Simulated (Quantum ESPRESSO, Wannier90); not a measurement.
**SrHfO3 (cubic perovskite): Wannier90 run**

```yaml
crystal:
  lattice:
    - [4.14121, 0.00000, 0.00000]
    - [0.00000, 4.14121, 0.00000]
    - [0.00000, 0.00000, 4.14121]
  atoms:
    - { symbol: Sr, position: [0.50000, 0.50000, 0.50000] }
    - { symbol: Hf, position: [0.00000, 0.00000, 0.00000] }
    - { symbol: O, position: [0.00000, 0.50000, 0.00000] }
    - { symbol: O, position: [0.50000, 0.00000, 0.00000] }
    - { symbol: O, position: [0.00000, 0.00000, 0.50000] }
```

Materials Project entry mp-4551; symmetrised, unrelaxed at this level. COD (Crystallography Open Database) records the formula in this space group. Ideal cubic forms of this type are often high-temperature phases that distort on cooling; symmetry holds the cell here, and its stability was not tested. Method: PBEsol plane waves in Quantum ESPRESSO 7.5 (PseudoDojo norm-conserving files, 68 Ry, spinors with spin-orbit coupling), Bloch states on a 6×6×6 mesh through Γ, Wannier90 4.0.1. Density: 8×8×8 mesh, cold smearing 0.01 Ry.

Valence charges of the files: Sr 10, Hf 12, O 6. 76 bands were computed.

Isolated groups of bands, relative to the valence-band maximum (bands from 41 on overlap up to the last one computed):

```json
[
 {"bands": "1–2", "from (eV)": "-59.56", "to (eV)": "-59.56", "filling": "filled", "weight on atomic waves": "Hf 5s 97 %"},
 {"bands": "3–4", "from (eV)": "-34.04", "to (eV)": "-34.00", "filling": "filled", "weight on atomic waves": "Hf 5p 98 %"},
 {"bands": "5–6", "from (eV)": "-33.23", "to (eV)": "-33.20", "filling": "filled", "weight on atomic waves": "Sr 4s 97 %"},
 {"bands": "7–10", "from (eV)": "-26.61", "to (eV)": "-26.38", "filling": "filled", "weight on atomic waves": "Hf 5p 94 %"},
 {"bands": "11–22", "from (eV)": "-17.03", "to (eV)": "-14.46", "filling": "filled", "weight on atomic waves": "Sr 4p 49 %, O 2s 41 %, Hf 5d 5 %"},
 {"bands": "23–40", "from (eV)": "-4.48", "to (eV)": "0.00", "filling": "filled", "weight on atomic waves": "O 2p 84 %, Hf 5d 10 %"}
]
```

Wanted is a model with the orbitals Hf d, O p, without the filled groups that are mainly made of other shells (semicore states, and anion s where it isn't named); all higher bands stay in for disentanglement.

### Question
Give num_wann, exclude_bands and num_bands, and the number of electrons that the model holds.

### Answer
Electrons: 1×10 + 1×12 + 3×6 = 40, which fill 40 bands.
num_wann = 2 × (1×5 + 3×3) = 28.
exclude_bands = 1-22, 22 bands, so num_bands = 76 − 22 = 54.
The model holds 40 − 1×22 = 18 electrons. With the window frozen to 4.90 eV it follows pw.x to 48 meV rms (states up to 4.6 eV relative to the valence-band maximum).
